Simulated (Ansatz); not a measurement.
Consider the following.

CsVI3:
```
CsVI3
1.0
    8.24052     0.00000     0.00000
   -4.12026     7.13650     0.00000
    0.00000     0.00000     6.81530
Cs V I
2 2 6
Direct
  0.66667   0.33333   0.75000
  0.33333   0.66667   0.25000
  0.00000   0.00000   0.50000
  0.00000   0.00000   0.00000
  0.67824   0.83912   0.75000
  0.32176   0.16088   0.25000
  0.83912   0.67824   0.25000
  0.16088   0.32176   0.75000
  0.16088   0.83912   0.75000
  0.83912   0.16088   0.25000
```
The run is spin-polarised.

This is the r²SCAN-relaxed structure.

**Question.** All from plane-wave PAW r²SCAN (Ansatz code), unless another level is named. Give the magnetic order.

**Answer.** antiferromagnetic.

**Question.** Next, the Bader charges?

**Answer.** Cs +0.86, V +1.20, I -0.69 e.

Space group P6_3/mmc. The workflow started from a Materials Project entry (that database holds measured and hypothetical structures alike); the Crystallography Open Database files this formula in space group No. 194, but the cells were not matched. Whether it is the stable phase at ambient conditions was not checked. Symmetry was held in the r²SCAN relaxation, as lowered by the spin order; whether a distortion lowers the energy is not shown. Magnetic state: antiferromagnetic, chosen from 4 collinear starts compared on coarse meshes (ties went to the first, and starts can fall back to one state), not a proven ground state. Other orbital occupations within this spin state were not tried. No Hubbard U is applied. Spin–orbit coupling is left out wherever it is not named.

Potentials: the later of the program's two PAW sets.
